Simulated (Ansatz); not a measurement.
Suppose Pt₂F takes space group P6/mmm (No. 191), with Pt on 2d; F on 1a.

Method: DFT PBE, scalar-relativistic, plane waves, PAW (Ansatz 0.2.0). Cutoff 420 eV, Γ-centred mesh, Gaussian smearing, no spin polarisation.

Energies over the elements count from the elements' standard structures at the same level (F₂ as a molecule), with no fitted energy shifts.

Question: Give the relaxed lattice parameters and positions.

Answer:

Space group P6/mmm (No. 191). a = 4.428 Å, b = 4.428 Å, c = 2.638 Å, α = 90.00°, β = 90.00°, γ = 120.00°
```tsv
atom	site	symmetry	x	y	z
Pt	2d	-6m2	0.3333	0.6667	0.5000
F	1a	6/mmm	0.0000	0.0000	0.0000
```

Pt is surrounded by 5 Pt at 2.56–2.64 Å and 6 F at 2.88 Å; F has 2 F at 2.64 Å and 12 Pt at 2.88 Å (long contacts). Another local minimum with the same sites may exist.

Question: Where does its energy lie, and is it a metal?

Answer: The energy over the elements is +0.16 eV/atom and the gap on the 12×12×18 mesh of the 3-atom cell is 0 eV (a metal). A positive value: parting into the elements would lower its energy.

The last run used Gaussian smearing of 0.10 eV. Spin–orbit coupling, which can matter for Pt, is left out. An odd number of electrons in the primitive cell allows no gap without spin; a larger cell or a magnetic state could open one. The cell is a metal run without spin; a magnetic state may lie lower. A structure relaxed within its symmetry needn't be a true minimum.
